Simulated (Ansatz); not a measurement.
Calculation for La (simple hexagonal type): DFT, PBEsol, PAW with Ansatz's default frozen-core files, scalar-relativistic (Ansatz 0.2.0). This run: simple hexagonal relaxed under pressure.

The start is a guessed cell of a prototype that needn't be stable.

Command: `ansatz run input.yaml --threads 1 --pin off --max-ram 3584MiB --backend cpu --events-out ev --progress --plain --runs-dir out` It took 9.8 s on 1 thread of Intel(R) Xeon(R) 6975P-C (Granite Rapids) (shared host), peak memory 0.42 GiB.

```yaml
crystal:
  lattice:
    - [3.393585782, 0.0, 0.0]
    - [-1.696792891, 2.9389314972, 0.0]
    - [0.0, 0.0, 3.1899706351]
  atoms:
    - { symbol: La, position: [0.0, 0.0, 0.0] }
kpoints:
  mp_grid: { grid: [13, 13, 12] }
scf:
  occupations: { method: fermi_dirac, width: 0.08 }
hamiltonian:
  xc: pbesol
  pseudopotentials: { kind: paw }
output:
  forces: true
  stress: true
  eigenvalues: true
relax:
  f_tol: 0.005
  max_steps: 40
  cell: { p_target: 4.0, stress_tol: 0.03 }
```

Output:

```
Engine: ansatz 0.2.0
Pseudopotentials: kind: paw
Pseudopotential: La, paw, valence charge 11, recommended cutoff 420 eV (normal), La.paw.azcp
Functional definition: PBEsol
  exchange = pbesol_x
  correlation = pbesol_c
Crystal: 1 atoms, lattice volume = 31.815 Å³
Basis set: ecut = 420 eV, 611 PW (Γ), exchange–correlation on 48×48×48 points (8 copies of the dense FFT grid, shifted against one another)
Bands: 10, of which v1, the nominal top of the filled ones, is band 6 counted from 1 (5 counted from 0)
Symmetry: 24 space group operations
Space group: P6/mmm (ITA 191), of the structure as read, at distance tolerance 3.2e-5 Å
k-points: 147 of 2028
Non-local potential: La, projectors of the file, l = 0: 3, l = 1: 2, l = 2: 2, l = 3: 3
PAW form: soft (Blöchl's): semilocal exchange-correlation on the pseudo side does not see the compensation charge
PAW frozen core: La, regenerated for the run's functional, and the local potential with it (the file was generated under x = pbe(κ = 0.804, μ = 0.2195149727645171), c = pbe(β = 0.06672455060314922))
PAW one-centre angular grid: La, 590 points (default); XC on 64 Gauss nodes
Initial density: superposition of atomic densities (neutral atoms: chi_scale 0, normalization atom), corrected by the library's trained network
Initial wavefunctions: pseudopotential atomic-orbital guess
Functional: x = pbesol(κ = 0.804, μ = 0.12345679012345678), c = pbesol(β = 0.046)
SCF iter   1: F=—  HF=-6161.011228 eV  |F-HF|=—  |Δ(HF+E_count)|=         —  Δρ=3.62e-3  dr2=2.98e-3  ethr=1.77e-3  ⟨swp⟩=3.9  Hψ=7010  notcnv=0
preconditioner: auto → none  [metal: Δε(μ)=0.006 eV  Ē_g=12.849 eV  σ=0.080 eV  W_gap=0.02  n_scr=8 (ndim 8)  ℏωp=19.7 eV  f_vac=0.000  D(μ)=2.41/eV (n_scr^D=20)  sad-step TF]
SCF iter   2: F=—  HF=-6161.010821 eV  |F-HF|=—  |Δ(HF+E_count)|=   4.07e-4  Δρ=2.02e-3  dr2=1.08e-3  ethr=2.71e-5  ⟨swp⟩=2.1  Hψ=4100  notcnv=0
SCF iter   3: F=—  HF=-6161.010758 eV  |F-HF|=—  |Δ(HF+E_count)|=   6.29e-5  Δρ=2.62e-4  dr2=2.38e-5  ethr=9.79e-6  ⟨swp⟩=1.9  Hψ=1782  notcnv=0
SCF iter   4: F=—  HF=-6161.010756 eV  |F-HF|=—  |Δ(HF+E_count)|=   2.13e-6  Δρ=1.12e-4  dr2=4.58e-6  ethr=2.16e-7  ⟨swp⟩=2.5  Hψ=2261  notcnv=0
iter 5 did not close the SCF: its close was put off for the readings that it lacked (scf_convergence_deferred on its scf_iter line)
SCF iter   5: F=-6161.010755 eV  HF=-6161.010755 eV  |F-HF|=3.51e-9  |Δ(HF+E_count)|=   1.19e-6  Δρ=2.19e-5  dr2=8.53e-8  ethr=4.16e-8  ⟨swp⟩=2.2  Hψ=2227  notcnv=0
SCF iter   6: F=-6161.010755 eV  HF=-6161.010755 eV  |F-HF|=1.22e-9  |Δ(HF+E_count)|=   1.45e-8  Δρ=3.55e-6  dr2=4.30e-9  ethr=7.75e-10  ⟨swp⟩=2.9  Hψ=5683  notcnv=0
SCF 1 converged in 6 iterations: F = -6161.010755 eV  dr2 = 4.30e-9
  greatest PAW one-centre occupation: 0.971 electrons in one spin orbital (limit 2), on the La atom at site 0 (counted from 0), in its partial waves of l = 0
relax step   1: F+E_penalty+E_count = -6161.01075493 eV  Δ(F+E_penalty+E_count) = +0.000e0 eV  max|allowed force component| = 0.000e0 eV/Å  Δτ_max = 0.0000 Å  P = +1.778 GPa  Ω = 31.815 Å³  (6 SCF iters, dr2 threshold 1.00e-7 eV, accepted)
Crystal: 1 atoms, lattice volume = 30.101 Å³
Basis set: ecut = 420 eV, 599 PW (Γ), exchange–correlation on 48×48×48 points (8 copies of the dense FFT grid, shifted against one another)
Initial density: handed on by an earlier stage of this run
Initial wavefunctions: those handed on with the density
iter 1 solved again at ethr=4.47e-5 eV; its pass at ethr=3.10e-3 eV (dr2=4.91e-3 eV) is discarded
SCF iter   1: F=—  HF=-6160.985160 eV  |F-HF|=—  |Δ(HF+E_count)|=         —  Δρ=3.39e-3  dr2=4.77e-3  ethr=4.47e-5  ⟨swp⟩=1.0  Hψ=15172  notcnv=0
preconditioner: auto → none  [metal: Δε(μ)=0.006 eV  Ē_g=13.025 eV  σ=0.080 eV  W_gap=0.02  n_scr=8 (ndim 8)  ℏωp=20.3 eV  f_vac=0.000  D(μ)=2.33/eV (n_scr^D=20)]
SCF iter   2: F=—  HF=-6160.983596 eV  |F-HF|=—  |Δ(HF+E_count)|=   1.56e-3  Δρ=9.99e-4  dr2=1.39e-4  ethr=4.34e-5  ⟨swp⟩=3.0  Hψ=2886  notcnv=0
SCF iter   3: F=—  HF=-6160.983514 eV  |F-HF|=—  |Δ(HF+E_count)|=   8.22e-5  Δρ=3.92e-4  dr2=2.44e-5  ethr=1.27e-6  ⟨swp⟩=1.3  Hψ=1647  notcnv=0
SCF iter   4: F=—  HF=-6160.983494 eV  |F-HF|=—  |Δ(HF+E_count)|=   1.99e-5  Δρ=2.50e-5  dr2=1.32e-7  ethr=2.22e-7  ⟨swp⟩=1.8  Hψ=1964  notcnv=0
SCF iter   5: F=-6160.983494 eV  HF=-6160.983494 eV  |F-HF|=3.04e-8  |Δ(HF+E_count)|=   1.81e-8  Δρ=9.33e-6  dr2=3.93e-8  ethr=9.09e-10  ⟨swp⟩=6.1  Hψ=7959  notcnv=0
SCF 2 converged in 5 iterations: F = -6160.983494 eV  dr2 = 3.93e-8
relax step   2: F+E_penalty+E_count = -6160.98349401 eV  Δ(F+E_penalty+E_count) = +2.726e-2 eV  max|allowed force component| = 0.000e0 eV/Å  Δτ_max = 0.0000 Å  P = +3.760 GPa  Ω = 30.101 Å³  energy of the carried Pulay correction = +3.719e-5 eV  (5 SCF iters, dr2 threshold 1.00e-7 eV, accepted)
Crystal: 1 atoms, lattice volume = 29.859 Å³
iter 1 solved again at ethr=1.02e-5 eV; its pass at ethr=3.10e-3 eV (dr2=1.12e-3 eV) is discarded
SCF iter   1: F=—  HF=-6160.979066 eV  |F-HF|=—  |Δ(HF+E_count)|=         —  Δρ=1.43e-3  dr2=1.14e-3  ethr=1.02e-5  ⟨swp⟩=1.4  Hψ=14740  notcnv=0
preconditioner: auto → none  [metal: Δε(μ)=0.001 eV  Ē_g=12.972 eV  σ=0.080 eV  W_gap=0.00  n_scr=8 (ndim 8)  ℏωp=20.4 eV  f_vac=0.000  D(μ)=2.29/eV (n_scr^D=20)]
SCF iter   2: F=—  HF=-6160.978727 eV  |F-HF|=—  |Δ(HF+E_count)|=   3.39e-4  Δρ=3.64e-4  dr2=1.82e-5  ethr=1.02e-5  ⟨swp⟩=2.2  Hψ=2226  notcnv=0
SCF iter   3: F=—  HF=-6160.978718 eV  |F-HF|=—  |Δ(HF+E_count)|=   8.97e-6  Δρ=1.50e-4  dr2=2.96e-6  ethr=1.65e-7  ⟨swp⟩=2.0  Hψ=2163  notcnv=0
SCF iter   4: F=—  HF=-6160.978717 eV  |F-HF|=—  |Δ(HF+E_count)|=   4.39e-7  Δρ=5.13e-5  dr2=4.84e-7  ethr=2.69e-8  ⟨swp⟩=1.3  Hψ=1586  notcnv=0
SCF iter   5: F=-6160.978717 eV  HF=-6160.978717 eV  |F-HF|=1.63e-9  |Δ(HF+E_count)|=   9.99e-8  Δρ=9.04e-6  dr2=1.13e-8  ethr=9.09e-10  ⟨swp⟩=5.9  Hψ=7847  notcnv=0
SCF 3 converged in 5 iterations: F = -6160.978717 eV  dr2 = 1.13e-8
relax step   3: F+E_penalty+E_count = -6160.97871727 eV  Δ(F+E_penalty+E_count) = +4.777e-3 eV  max|allowed force component| = 0.000e0 eV/Å  Δτ_max = 0.0000 Å  P = +4.124 GPa  Ω = 29.859 Å³  energy of the carried Pulay correction = +4.245e-5 eV  (5 SCF iters, dr2 threshold 1.00e-7 eV, accepted)
Crystal: 1 atoms, lattice volume = 29.862 Å³
iter 1 solved again at ethr=2.52e-5 eV; its pass at ethr=3.10e-3 eV (dr2=2.77e-3 eV) is discarded
SCF iter   1: F=—  HF=-6160.980340 eV  |F-HF|=—  |Δ(HF+E_count)|=         —  Δρ=2.18e-3  dr2=2.81e-3  ethr=2.52e-5  ⟨swp⟩=1.4  Hψ=15279  notcnv=0
[... lines left out ...]
relax step   5: F+E_penalty+E_count = -6160.98334603 eV  Δ(F+E_penalty+E_count) = -3.851e-3 eV  max|allowed force component| = 0.000e0 eV/Å  Δτ_max = 0.0000 Å  P = +3.982 GPa  Ω = 30.013 Å³  energy of the carried Pulay correction = +3.872e-5 eV  (4 SCF iters, dr2 threshold 1.00e-7 eV, accepted)
Initial wavefunctions: pseudopotential atomic-orbital guess (no wavefunctions were taken with the density)
iter 1 solved again at ethr=2.75e-8 eV; its pass at ethr=3.10e-3 eV (dr2=3.02e-6 eV) is discarded
SCF iter   1: F=—  HF=-6160.983302 eV  |F-HF|=—  |Δ(HF+E_count)|=         —  Δρ=2.21e-5  dr2=3.95e-8  ethr=2.75e-8  ⟨swp⟩=3.1  Hψ=12080  notcnv=0
preconditioner: auto → none  [metal: Δε(μ)=0.007 eV  Ē_g=12.896 eV  σ=0.080 eV  W_gap=0.02  n_scr=8 (ndim 8)  ℏωp=20.3 eV  f_vac=0.000  D(μ)=2.17/eV (n_scr^D=20)]
SCF iter   2: F=—  HF=-6160.983299 eV  |F-HF|=—  |Δ(HF+E_count)|=   3.64e-6  Δρ=1.04e-5  dr2=4.33e-9  ethr=3.59e-10  ⟨swp⟩=2.6  Hψ=2375  notcnv=0
SCF iter   3: F=—  HF=-6160.983299 eV  |F-HF|=—  |Δ(HF+E_count)|=   1.11e-8  Δρ=3.01e-6  dr2=8.78e-10  ethr=3.94e-11  ⟨swp⟩=2.5  Hψ=2343  notcnv=0
SCF iter   4: F=—  HF=-6160.983299 eV  |F-HF|=—  |Δ(HF+E_count)|=  7.56e-10  Δρ=1.89e-7  dr2=5.99e-12  ethr=7.98e-12  ⟨swp⟩=2.7  Hψ=2370  notcnv=0
SCF iter   5: F=-6160.983299 eV  HF=-6160.983299 eV  |F-HF|=9.09e-13  |Δ(HF+E_count)|=  2.73e-12  Δρ=7.59e-8  dr2=5.07e-13  ethr=1.00e-12  ⟨swp⟩=5.0  Hψ=5282  notcnv=0
SCF 6 converged in 5 iterations: F = -6160.983299 eV  dr2 = 5.07e-13
relax step   6: F+E_penalty+E_count = -6160.98329866 eV  Δ(F+E_penalty+E_count) = +4.737e-5 eV  max|allowed force component| = 0.000e0 eV/Å  Δτ_max = 0.0000 Å  P = +3.984 GPa  Ω = 30.013 Å³  stress off target by 2.73e-2 GPa  SCF on the basis re-selected at this cell (its energy is not comparable with the rows above)  (5 SCF iters)
basis re-selected at this cell: Δ(F+E_penalty+E_count) = +4.737e-5 eV, ΔP = +0.002 GPa vs the last step (what re-selecting the basis moved, of the pressure what is left beyond the Pulay correction that the steps carried, after the strain that the cell walked since its last selection, with what the two solves' SCF thresholds leave and, on support functions, any second-order correction that the steps lacked; it is no measure of the basis error at this ecutwfc). This SCF's stress stands 2.73e-2 GPa from its target on what of the cell is left free (relax.cell.stress_tol is 3.00e-2 GPa) and its largest allowed force component is 0.00e0 eV/Å (relax.f_tol is 5.00e-3 eV/Å): within both
SCF converged after 5 iterations
Free energy (F): -6160.983299 eV
Harris-Foulkes:  -6160.983299 eV  (|F-HF|=9.09e-13)
Internal energy: -6160.939563 eV  (E = F + TS)
E sigma→0 (E₀):  -6160.961431 eV
Entropy (-TS):   -0.043736 eV (-43.736 meV/atom)
Fermi energy:    13.705947 eV
--- Per-component energies (eV) ---
  E_band       = -13.354054
  E_kinetic    = 197.816204
  E_local      = -277.812444  (includes V_loc(G=0)·N_el)
  E_nonlocal   = 97.275042
  E_hartree    = 91.901425
  E_xc         = -140.115879
  E_vxc        = -149.681371  (∫ρ·V_xc dr)
  E_paw        = -5328.916104  (= ΣΔE_a)
  E_vpaw       = -64.754333  (= ΣTr[D̂ρ^β])
  E_aug_tail   = -0.000000  (compensation charges beyond the density's cutoff)
  E_ewald      = -801.257315
  E_core_change = 0.169509  (= ΣΔE_core)
  E_smearing   = -0.043736  (= −TS)
  E_closure    = 0.000000  (closes the sum)
  Σ components = -6160.983299   (vs F -6160.983299, Δ=0.00e0)
--- Forces (eV/Å), atoms counted from 1 ---
  atom   1  La    -0.00000000    -0.00000000     0.00000000
  max |Σ_I F_I| component: 4.11e-33 eV/Å
--- Stress (GPa, compression-positive) ---
        3.972712       0.000000      -0.000000
        0.000000       3.972712       0.000000
       -0.000000       0.000000       4.006941
  P = ⅓ Tr σ = 3.9841 GPa (39.841 kbar)
--- Band table (eV; the first three rows and the last of 147) ---
  k-point 0: bands = ["-19.0983", "-1.4770", "-1.1215", "-1.1215", "11.0479", "12.3652", "15.0616", "15.6018", "15.6018", "16.2394"]
  k-point 1: bands = ["-19.0763", "-1.6882", "-1.1051", "-1.1051", "11.2607", "12.6160", "15.0744", "15.6290", "15.6290", "16.2075"]
  k-point 2: bands = ["-19.0153", "-2.2241", "-1.0600", "-1.0600", "11.6839", "13.4528", "15.1097", "15.7032", "15.7032", "16.0610"]
  k-point 146: bands = ["-18.1611", "-3.2818", "-3.1240", "-2.7291", "11.7935", "12.4750", "15.6922", "15.7068", "16.1162", "16.1247"]
--- Relaxed structure (5 steps of the walk, 5 accepted, 1 SCFs on fresh bases) ---
  F+E_penalty+E_count = -6160.98329866 eV   max|allowed force component| = 0.000e0 eV/Å   (the final SCF, on the basis selected at the relaxed cell)
  cell:  # Å, volume = 30.0125 Å³
    - [3.285688074184465, 4.4002738931535884e-33, -6.875427958052495e-35]
    - [-1.6428440370922326, 2.845489341155316, 4.605663422446484e-36]
    - [-6.462902280536944e-35, -3.2314511402684544e-35, 3.210103366142149]
  atoms:
    - { symbol: La, position: [0.0, 0.0, 0.0] }
```

Next run (diamond relaxed under pressure), as changes to the input before:

```diff
   lattice:
-    - [3.393585782, 0.0, 0.0]
-    - [-1.696792891, 2.9389314972, 0.0]
-    - [0.0, 0.0, 3.1899706351]
+    - [0.0, 3.3248871712, 3.3248871712]
+    - [3.3248871712, 0.0, 3.3248871712]
+    - [3.3248871712, 3.3248871712, 0.0]
   atoms:
-    - { symbol: La, position: [0.0, 0.0, 0.0] }
+    - { symbol: La, position: [-0.125, -0.125, -0.125] }
+    - { symbol: La, position: [0.125, 0.125, 0.125] }
 kpoints:
-  mp_grid: { grid: [13, 13, 12] }
+  mp_grid: { grid: [10, 10, 10] }
 scf:
   eigenvalues: true
+  write_density: true
+  write_potential: true
+  elf: true
+  volumetric_format: npy
 relax:
```

Results part of the output:

```
basis re-selected at this cell: Δ(F+E_penalty+E_count) = +2.885e-4 eV, ΔP = +0.006 GPa vs the last step (what re-selecting the basis moved, of the pressure what is left beyond the Pulay correction that the steps carried, after the strain that the cell walked since its last selection, with what the two solves' SCF thresholds leave and, on support functions, any second-order correction that the steps lacked; it is no measure of the basis error at this ecutwfc). This SCF's stress stands 5.59e-3 GPa from its target on what of the cell is left free (relax.cell.stress_tol is 3.00e-2 GPa) and its largest allowed force component is 2.41e-16 eV/Å (relax.f_tol is 5.00e-3 eV/Å): within both
SCF converged after 5 iterations
Free energy (F): -12320.640784 eV
Harris-Foulkes:  -12320.640784 eV  (|F-HF|=5.46e-12)
Internal energy: -12320.608815 eV  (E = F + TS)
E sigma→0 (E₀):  -12320.624799 eV
Entropy (-TS):   -0.031969 eV (-15.985 meV/atom)
Fermi energy:    11.855285 eV
--- Per-component energies (eV) ---
  E_band       = -73.650582
  E_kinetic    = 402.063911
  E_local      = -797.113284  (includes V_loc(G=0)·N_el)
  E_nonlocal   = 195.792809
  E_hartree    = 278.403429
  E_xc         = -281.358641
  E_vxc        = -301.022356  (∫ρ·V_xc dr)
  E_paw        = -10659.176862  (= ΣΔE_a)
  E_vpaw       = -130.178549  (= ΣTr[D̂ρ^β])
  E_aug_tail   = -0.000000  (compensation charges beyond the density's cutoff)
  E_ewald      = -1459.559196
  E_core_change = 0.339019  (= ΣΔE_core)
  E_smearing   = -0.031969  (= −TS)
  E_closure    = 0.000000  (closes the sum)
  Σ components = -12320.640784   (vs F -12320.640784, Δ=0.00e0)
--- Forces (eV/Å), atoms counted from 1 ---
  atom   1  La    -0.00000000    -0.00000000    -0.00000000
  atom   2  La     0.00000000     0.00000000     0.00000000
  max |Σ_I F_I| component: 3.70e-17 eV/Å
--- Stress (GPa, compression-positive) ---
        4.005595       0.000000       0.000000
        0.000000       4.005595       0.000000
        0.000000       0.000000       4.005595
  P = ⅓ Tr σ = 4.0056 GPa (40.056 kbar)
--- Band table (eV; the first three rows and the last of 47) ---
  k-point 0: bands = ["-21.7777", "-19.4475", "-5.9628", "-5.9628", "-5.9628", "-3.3846", "-3.3846", "-3.3846", "9.5199", "11.0216", "11.0216", "12.8449", "12.8449", "12.8449", "13.6367"]
  k-point 1: bands = ["-21.7419", "-19.4997", "-6.0019", "-6.0019", "-5.9613", "-3.3476", "-3.3272", "-3.3272", "9.7068", "10.9151", "10.9151", "12.8021", "13.0676", "13.0676", "13.5827"]
  k-point 2: bands = ["-21.6400", "-19.6441", "-6.0975", "-6.0975", "-5.9643", "-3.2374", "-3.1840", "-3.1840", "10.1711", "10.7676", "10.7676", "12.7771", "13.1407", "13.3587", "13.3587"]
  k-point 46: bands = ["-20.7225", "-20.7225", "-6.7002", "-6.7002", "-4.4641", "-4.4641", "-2.2811", "-2.2811", "9.7911", "9.7911", "11.8922", "11.8922", "13.0581", "13.0581", "13.4267"]
--- Relaxed structure (5 steps of the walk, 5 accepted, 1 SCFs on fresh bases) ---
  F+E_penalty+E_count = -12320.64078398 eV   max|allowed force component| = 2.405e-16 eV/Å   (the final SCF, on the basis selected at the relaxed cell)
  cell:  # Å, volume = 66.4781 Å³
    - [3.085884687515265e-33, 3.2152604223919576, 3.2152604223919576]
    - [3.2152604223919576, 3.479183716118647e-33, 3.2152604223919576]
    - [3.2152604223919576, 3.2152604223919576, 9.82451420092681e-34]
  atoms:
    - { symbol: La, position: [-0.125, -0.125, -0.125] }
    - { symbol: La, position: [0.125, 0.125, 0.125] }
```

Next run (omega relaxed under pressure), as changes to the input before:

```diff
   lattice:
-    - [0.0, 3.3248871712, 3.3248871712]
-    - [3.3248871712, 0.0, 3.3248871712]
-    - [3.3248871712, 3.3248871712, 0.0]
+    - [5.5652926114, 0.0, 0.0]
+    - [-2.7826463057, 4.819684781, 0.0]
+    - [0.0, 0.0, 3.4504814191]
   atoms:
-    - { symbol: La, position: [-0.125, -0.125, -0.125] }
-    - { symbol: La, position: [0.125, 0.125, 0.125] }
+    - { symbol: La, position: [0.0, 0.0, 0.0] }
+    - { symbol: La, position: [0.3333333333, 0.6666666667, 0.5] }
+    - { symbol: La, position: [0.6666666667, 0.3333333333, 0.5] }
 kpoints:
-  mp_grid: { grid: [10, 10, 10] }
+  mp_grid: { grid: [7, 7, 9] }
 scf:
   eigenvalues: true
-  write_density: true
-  write_potential: true
-  elf: true
-  volumetric_format: npy
 relax:
```

Results part of the output:

```
basis re-selected at this cell: Δ(F+E_penalty+E_count) = +3.765e-5 eV, ΔP = +0.001 GPa vs the last step (what re-selecting the basis moved, of the pressure what is left beyond the Pulay correction that the steps carried, after the strain that the cell walked since its last selection, with what the two solves' SCF thresholds leave and, on support functions, any second-order correction that the steps lacked; it is no measure of the basis error at this ecutwfc). This SCF's stress stands 1.92e-3 GPa from its target on what of the cell is left free (relax.cell.stress_tol is 3.00e-2 GPa) and its largest allowed force component is 9.10e-17 eV/Å (relax.f_tol is 5.00e-3 eV/Å): within both
SCF converged after 4 iterations
Free energy (F): -18483.640825 eV
Harris-Foulkes:  -18483.640825 eV  (|F-HF|=1.46e-11)
Internal energy: -18483.564920 eV  (E = F + TS)
E sigma→0 (E₀):  -18483.602873 eV
Entropy (-TS):   -0.075905 eV (-25.302 meV/atom)
Fermi energy:    13.723255 eV
--- Per-component energies (eV) ---
  E_band       = -40.087294
  E_kinetic    = 591.275477
  E_local      = -802.332863  (includes V_loc(G=0)·N_el)
  E_nonlocal   = 289.691963
  E_hartree    = 261.353944
  E_xc         = -420.117166
  E_vxc        = -448.624740  (∫ρ·V_xc dr)
  E_paw        = -15985.168119  (= ΣΔE_a)
  E_vpaw       = -192.805004  (= ΣTr[D̂ρ^β])
  E_aug_tail   = -0.000001  (compensation charges beyond the density's cutoff)
  E_ewald      = -2418.776684
  E_core_change = 0.508528  (= ΣΔE_core)
  E_smearing   = -0.075905  (= −TS)
  E_closure    = 0.000000  (closes the sum)
  Σ components = -18483.640825   (vs F -18483.640825, Δ=0.00e0)
--- Forces (eV/Å), atoms counted from 1 ---
  atom   1  La     0.00000000     0.00000000     0.00000000
  atom   2  La    -0.00000000    -0.00000000     0.00000000
  atom   3  La     0.00000000     0.00000000    -0.00000000
  max |Σ_I F_I| component: 9.25e-18 eV/Å
--- Stress (GPa, compression-positive) ---
        4.001922       0.000000      -0.000000
        0.000000       4.001922      -0.000000
       -0.000000      -0.000000       4.000161
  P = ⅓ Tr σ = 4.0013 GPa (40.013 kbar)
--- Band table (eV; the first three rows and the last of 40) ---
  k-point 0: bands = ["-19.0013", "-18.5214", "-18.4315", "-3.3082", "-3.3082", "-2.8952", "-2.8952", "-1.8211", "-1.3197", "-1.3197", "-1.2652", "-1.2445", "10.8015", "11.8821", "14.1213", "14.5509", "14.5509", "14.6884", "14.6884", "14.6917", "15.3030"]
  k-point 1: bands = ["-18.9660", "-18.5034", "-18.4057", "-3.2736", "-3.2736", "-2.8350", "-2.8350", "-2.0721", "-1.5227", "-1.5032", "-1.3328", "-1.3328", "11.1581", "12.4060", "13.9385", "13.9385", "14.3412", "14.3412", "14.6325", "14.9332", "15.3359"]
  k-point 2: bands = ["-18.8725", "-18.4596", "-18.3393", "-3.1840", "-3.1840", "-2.6678", "-2.6678", "-2.6501", "-2.1711", "-2.0627", "-1.3799", "-1.3799", "11.9593", "12.8723", "12.8723", "13.6193", "13.6193", "13.7160", "15.4016", "15.4252", "15.4281"]
  k-point 39: bands = ["-18.4881", "-18.4030", "-18.3947", "-3.7676", "-3.5097", "-3.3464", "-2.6908", "-2.5126", "-2.1502", "-2.0519", "-1.9586", "-1.3222", "11.3192", "12.6983", "13.0460", "13.3615", "13.5481", "13.8601", "14.2068", "14.3722", "14.9167"]
--- Relaxed structure (5 steps of the walk, 5 accepted, 1 SCFs on fresh bases) ---
  F+E_penalty+E_count = -18483.64082517 eV   max|allowed force component| = 9.098e-17 eV/Å   (the final SCF, on the basis selected at the relaxed cell)
  cell:  # Å, volume = 90.7710 Å³
    - [5.60929964681482, 7.582568753592664e-33, -1.0112559955556361e-32]
    - [-2.80464982340741, 4.857795991580715, 6.355938791991865e-33]
    - [-6.563611711684542e-33, 9.304443741441365e-34, 3.3311879528546275]
  atoms:
    - { symbol: La, position: [-1.0827423614913255e-34, -5.216956404341173e-35, 9.83567910993876e-36] }
    - { symbol: La, position: [0.33333333333333337, 0.6666666666666667, 0.49999999999999994] }
    - { symbol: La, position: [0.6666666666666667, 0.33333333333333337, 0.49999999999999994] }
```

Spin–orbit coupling is left out, which matters for the heavy atoms. The PAW files were made under PBE.
